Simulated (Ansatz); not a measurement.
Sn:
```cif
data_Sn2
_chemical_formula_sum 'Sn2'
_space_group_name_H-M_alt 'P 1'
_space_group_IT_number 1
_cell_length_a 4.42799
_cell_length_b 4.42799
_cell_length_c 4.42799
_cell_angle_alpha 97.200
_cell_angle_beta 97.200
_cell_angle_gamma 138.532
loop_
_space_group_symop_operation_xyz
  'x, y, z'
loop_
_atom_site_label
_atom_site_type_symbol
_atom_site_fract_x
_atom_site_fract_y
_atom_site_fract_z
_atom_site_occupancy
Sn1 Sn 0.75000 0.25000 0.50000 1
Sn2 Sn 0.00000 0.00000 0.00000 1
```

Relaxed with PBEsol.

Task: Decompose the optical modes at the zone centre into irreducible representations, and say which are infrared and Raman allowed.

Result: Point group 4/mmm: Γ_opt = B1g + Eg. Infrared: none. Raman: B1g, Eg.

Task: Assign frequencies (DFPT, PBEsol (plane waves, PAW; program Ansatz)).

Result: B1g 44, Eg 130 cm⁻¹.

Subscripts of B labels follow the axes of the standard setting.

Space group I4_1/amd (β-Sn type). The cell was relaxed with PBEsol under the symmetry of its start. As this level gives no gap, phonon frequencies hold no LO–TO term and depend on the k-mesh and smearing (Fermi–Dirac, 0.1 eV here). Scalar-relativistic: spin–orbit coupling is off unless named, which matters more the heavier the elements.

Potentials: the earlier of the program's two PAW sets. The files were generated under PBE; for other functionals the program regenerates the frozen cores, and for LDA and PBEsol the local potential too.
